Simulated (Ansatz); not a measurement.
NaCl (CsCl type, space group No. 221), a = b = c = 3.4471 Å, α = β = γ = 90.00°.

Relaxed with PBEsol. The program Ansatz at the PBEsol level (PAW) gives a gap of 4.00 eV.

**Question.** What gap does HSE06 give on the same cell (Ansatz, PAW)?

**Answer.** 5.47 eV, 1.47 eV more. The hybrid was solved on a coarser mesh and at special points; its gap is the smallest among all of these.

```csv
k,v1 PBEsol,c1 PBEsol,v1 HSE06,c1 HSE06
Γ,-0.54,4.00,-0.57,5.47
R,-2.03,6.92,…,…
M,0.00,5.39,…,…
X,-0.28,6.88,…,…
```

**Question.** Top valence (v1) and lowest conduction level (c1) in eV from each method's valence maximum (which need not be a listed point): supply the withheld HSE06 values.

**Answer.** 
- M, v1 HSE06: 0.00
- M, c1 HSE06: 6.84
- R, v1 HSE06: -2.16
- R, c1 HSE06: 8.43
- X, v1 HSE06: -0.30
- X, c1 HSE06: 8.44

Cost on shared cores: the PBEsol run (SCF on a 8×8×8 mesh, then bands and DOS) very roughly 13 core-seconds, the HSE06 run (SCF on 6×6×6, then a few points) very roughly 80 core-seconds; the tasks are unlike.

Space group Pm-3m (CsCl type). This is a known high-pressure phase of the composition, computed here at zero pressure and temperature. Symmetry was held in the PBEsol relaxation. At this level the phase is dynamically unstable (imaginary phonons).

Potentials: the earlier of the program's two PAW sets.
